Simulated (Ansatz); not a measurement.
A generated cell, not matched to a known phase here, of NiAgSe2: R-3m, hexagonal axes (No. 166), hR4; a = b = 3.506 Å, c = 19.500 Å, α = β = 90.00°, γ = 120.00°; Ni 3a (0.000, 0.000, 0.000); Ag 3b (0.000, 0.000, 0.500); Se 6c (0.000, 0.000, 0.267). These are PBEsol (plane waves to 420 eV, PAW, scalar-relativistic; Ansatz, an electronic-structure program) values and carry that method's errors. Element references, the lowest calculated here: Ni (Fm-3m, ferromagnetic), Ag (Fm-3m), Se (P3₁21).

### Question
Give the formation energy of this R-3m form of NiAgSe2 from the elements at the level PBEsol.

### Answer
-0.17 eV/atom.

A lower structure of this composition may exist.

Static energies, no anion corrections, no zero-point energy. Values are rounded to 0.01 eV/atom. Not shown to be the ambient phase of their composition (a lower form may be missing, and a cell relaxed within its start's symmetry can be a saddle point): NiAgSe2 (R-3m). The compounds carry no spin polarisation. The relaxed primitive cell holds an odd number of electrons. A magnetic state may lie lower.
